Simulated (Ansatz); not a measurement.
Here is the system:

Bi:
```
CELL_PARAMETERS angstrom
      2.26273     1.30639     3.88287
     -2.26273     1.30639     3.88287
      0.00000    -2.61278     3.88287
ATOMIC_POSITIONS crystal
  Bi 0.23669 0.23669 0.23669
  Bi 0.76331 0.76331 0.76331
```

This is the PBEsol-relaxed structure. Tensor components refer to the Cartesian frame of this cell.

Question: All from the program Ansatz at the PBEsol level (PAW), unless another level is named. Predict the Young's modulus.

Answer: 34.2 GPa.

Question: What about the highest zone-centre frequency?

Answer: 96 cm⁻¹.

Question: What about the elastic constants (relaxed ions, GPa)?

Answer: C11 = 70.8, C12 = 32.3, C13 = 27.6, C14 = -5.7, C33 = 41.1, C44 = 10.1.

Space group R-3m (A7 (α-As type)). The PBEsol relaxation kept the symmetry of its start; of distortions, only those at the zone centre were tested. As this level gives no gap, shear constants depend on the k-mesh and smearing (Fermi–Dirac, 0.1 eV here). As this level gives no gap, phonon frequencies hold no LO–TO term and depend on the k-mesh and smearing (Fermi–Dirac, 0.1 eV here). Spin–orbit coupling is left out wherever it is not named.

Potentials: the earlier of the program's two PAW sets.
